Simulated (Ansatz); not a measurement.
A distorted cell of SnO2 (rutile):

```xyz
6
Lattice="4.8313 0.0000 0.0000 0.0000 4.8313 0.0000 0.0000 0.0000 3.2537" Properties=species:S:1:pos:R:3 pbc="T T T"
Sn     0.0000     0.0000     0.0000
Sn     2.4156     2.4156     1.6268
O      1.4846     1.4846     0.0000
O      3.9002     0.9311     1.6268
O      0.9311     3.9002     1.6268
O      3.3467     3.3467     0.0000
```

The numbers are results of PBEsol (plane waves to 420 eV, PAW, scalar-relativistic; Ansatz, a first-principles code), not measurements. k mesh 7×7×10 (Γ-centred), Fermi-Dirac smearing 0.05 eV. E stands for the smeared free energy. Stress and pressure are positive under compression. SnO2 was relaxed with its symmetry unable to fall. The PAW data are Ansatz's earlier set.

Task: What is the stress tensor (GPa)?

Result: 
```
   -6.3      0.0      0.0
    0.0     -6.3      0.0
    0.0      0.0     -8.3
```
The pressure, a third of the trace, is -6.9 GPa.

Task: It is the relaxed cell scaled evenly to V/V₀ = 1.040, atoms relaxed where free. What is its energy relative to the relaxed cell?

Result: 11.0 meV/atom.

(A scan under strain: stresses follow from slopes of the energy per volume, elastic moduli from its curvatures.)
